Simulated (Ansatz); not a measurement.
# Magnetic states of FeB₂

```
CELL_PARAMETERS angstrom
3.04500 0.00000 0.00000
-1.52250 2.63705 0.00000
0.00000 0.00000 6.07000
ATOMIC_POSITIONS crystal
Fe 0.00000 0.00000 0.00000
B 0.33333 0.66667 0.25000
B 0.66667 0.33333 0.25000
Fe 0.00000 0.00000 0.50000
B 0.33333 0.66667 0.75000
B 0.66667 0.33333 0.75000
```

Computed with plane-wave PAW DFT (Ansatz 0.2.0): r2SCAN, 500 eV cutoff, 10×10×5 Γ-centred mesh, fermi-dirac occupations of width 0.050 eV. The atoms are fixed and numbered as listed; spin is collinear, without spin-orbit coupling.

Different starts of the self-consistent cycle ended in different solutions. Their moments in μB:

| state | Fe1 | Fe4 | other atoms together | size of the net moment a cell |
| --- | --- | --- | --- | --- |
| A | 0.00 | 0.00 | 0.00 | 0.00 |
| B | 2.33 | -2.33 | 0.00 | 0.00 |
| C | 2.95 | 2.95 | 0.37 | 6.34 |

Site moments are taken in small spheres that don't touch (radius about 0.4 of the atom's shortest bond), so those of the magnetic atoms read low, and they needn't add up to the net moment. State A was run without spin polarisation.

Which state has the lowest energy at zero smearing, and how far up are the others?

State C (parallel moments) is lowest; B (antiparallel, compensated) lies 83 meV above it, A (without moments) lies 213 meV above it, all counted an atom of the cell.

Which states have a gap on the mesh, and what pressure does each exert on this cell?

A: no gap, -26.4 GPa; B: no gap, -12.3 GPa; C: no gap, -4.2 GPa (positive in compression). Moments take up room: without them the pressure is lower, so that state wants a smaller cell.

How much does the cell gain by forming moments?

213 meV an atom of the cell, or 640 meV for each Fe atom, against state A, which has none. In a metal like this the level decides whether moments form at all, so this is no ordering energy.

The cell is that of a Crystallography Open Database entry, unchanged but doubled along one cell vector so that moments can oppose.

Caveats: only orders that fit this cell and collinear spins were tried, so the true order may need a larger cell or canted moments; atoms and cell are not relaxed, and each state would relax in its own way; r2SCAN overestimates the moments and magnetic energies of itinerant metals, and can make a paramagnetic metal magnetic; the k mesh is coarse, so differences of a few meV are uncertain where a state is a metal; one start a pattern, so a lower state of the same pattern may exist; the nearest magnetic atoms form triangles, which frustrates antiparallel coupling, so the true order may be non-collinear or need another cell.
